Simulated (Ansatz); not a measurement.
Input:

SiO2:
```yaml
crystal:
  lattice:
    - [-2.62367, 4.75377, 4.45166]
    - [2.62367, -4.75377, 4.45166]
    - [2.62367, 4.75377, -4.45166]
  atoms:
    - { symbol: Si, position: [0.92771, 0.84421, 0.08350] }
    - { symbol: Si, position: [0.07229, 0.15579, 0.91650] }
    - { symbol: Si, position: [0.26072, 0.84421, 0.41650] }
    - { symbol: Si, position: [0.73928, 0.15579, 0.58350] }
    - { symbol: O, position: [0.12807, 0.87807, 0.25000] }
    - { symbol: O, position: [0.87193, 0.12193, 0.75000] }
    - { symbol: O, position: [0.79062, 0.50000, 0.79062] }
    - { symbol: O, position: [0.20938, 0.50000, 0.20938] }
    - { symbol: O, position: [0.20938, 0.00000, 0.70938] }
    - { symbol: O, position: [0.79062, 0.00000, 0.29062] }
    - { symbol: O, position: [0.00000, 0.00000, 0.00000] }
    - { symbol: O, position: [0.50000, 0.00000, 0.50000] }
```

This is the r²SCAN-relaxed structure. x, y and z are the axes in which the lattice vectors are written.

### Question
All from the program Ansatz at the r²SCAN level (PAW), unless another level is named. Predict the band gap.

### Answer
6.18 eV (direct).

### Question
Next, the electron effective mass?

### Answer
0.60, 0.64, 0.64 mₑ (principal values).

### Question
What about the hole effective mass?

### Answer
0.90 along x, 2.2 along z (mₑ).

### Question
Predict the HSE06 gap on the r²SCAN cell.

### Answer
7.16 eV.

### Question
Next, the formation energy from the elements (no fitted shifts)?

### Answer
-2.97 eV/atom.

### Question
And the valence-band maximum?

### Answer
at Γ.

Space group Imma. The first step of the workflow began from a Materials Project structure, measured or hypothetical; the Crystallography Open Database copy checked does not list it. It is not the phase usual at ambient conditions (space group No. 92, 152, 154). The r²SCAN relaxation kept the symmetry of its start. At this level the phase is dynamically unstable (imaginary phonons). The references are the lowest solids computed at this level, not always the standard phases (solids in place of the gases).

Potentials: the earlier of the program's two PAW sets.
